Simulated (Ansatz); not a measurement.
Polymorphs of MoPt, each relaxed with PBE in the plane-wave PAW code Ansatz:

A: L1₀ or tetragonal B2 (P4/mmm)
a = b = 2.7303 Å, c = 4.1341 Å, α = β = γ = 90.00°

| atom | site | symmetry | x | y | z |
|---|---|---|---|---|---|
| Pt | 1a | 4/mmm | 0.0000 | 0.0000 | 0.0000 |
| Mo | 1d | 4/mmm | 0.5000 | 0.5000 | 0.5000 |

B: CsCl type (Pm-3m)
a = b = c = 3.1762 Å, α = β = γ = 90.00°

```
atom  site  symmetry       x       y       z
----  ----  --------  ------  ------  ------
Pt      1a      m-3m  0.0000  0.0000  0.0000
Mo      1b      m-3m  0.5000  0.5000  0.5000
```

C: rock salt (Fm-3m)
a = b = c = 5.2441 Å, α = β = γ = 90.00°

| atom | site | symmetry | x | y | z |
|---|---|---|---|---|---|
| Pt | 4a | m-3m | 0.0000 | 0.0000 | 0.0000 |
| Mo | 4b | m-3m | 0.5000 | 0.5000 | 0.5000 |

### Question
Put the candidates in order of energy per atom at 0 K, lowest first, for PBE.

### Answer
A (+0 meV/atom), B (+497 meV/atom), C (+977 meV/atom)

Typed or built starts, not in the databases checked: A; B; C. All cells were relaxed under the symmetry of their starts (and spin orders); stability against distortions was not tested throughout. Rows with no word on spin ran without spin polarisation. Scalar-relativistic: spin–orbit coupling is off unless named, which matters more the heavier the elements.

Energies hold the estimated change up to a 700 eV cutoff; steps of a few meV lie near the error of the meshes.

Potentials: the earlier of the program's two PAW sets.
